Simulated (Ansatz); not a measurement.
Stress against strain in P

```xyz
1
Lattice="4.2729 0.0000 0.0000 0.0000 4.2729 0.0000 0.0000 0.0000 4.3780" Properties=species:S:1:pos:R:3 pbc="T T T"
P     0.0000    0.0000    0.0000
```

The geometry is COD entry 1534547, unchecked; take it as a test cell.

Method: DFT, PBEsol, all-electron LAPW, scalar-relativistic in Ansatz 0.2.0.

The runs use a Γ-centred 10×10×9 k mesh, Fermi–Dirac smearing of 0.08 eV, basis error target 0.25 meV/atom, no spin polarisation.

The strain is applied along the Cartesian axes of the cell as listed (the other components stay zero). Fractional coordinates are held (clamped ions).

σ is the change of stress from the unstrained cell, which is at -3.78 GPa; tension is positive, so slopes are stress–strain coefficients at that pressure. In a metal the k mesh adds noise.

Only quantities that a quadratic follows smoothly over the whole series are listed; rougher ones are left out.

| εzz | σzz (GPa) | σxx (GPa) |
| --- | --- | --- |
| -0.0200 | 0.42 | 0.06 |
| -0.0100 | 0.20 | 0.03 |
| 0.0000 | 0.00 | 0.00 |
| 0.0200 | -0.39 | -0.06 |

Question: Fit the series and read off the stiffness at zero strain.

Answer: Least-squares fits y = p0 + p1 x + p2 x² to the rows give σzz (GPa): p1 = -20.2, p2 = 43; σxx (GPa): p1 = -3, p2 = -2.7e-14. So C33 = -20 GPa and C13 = -3 GPa, for these axes.

Question: One run, at εzz = 0.0100, is withheld. Predict its row.

Answer: The fits give -0.20, -0.03; the run gave -0.20, -0.03.
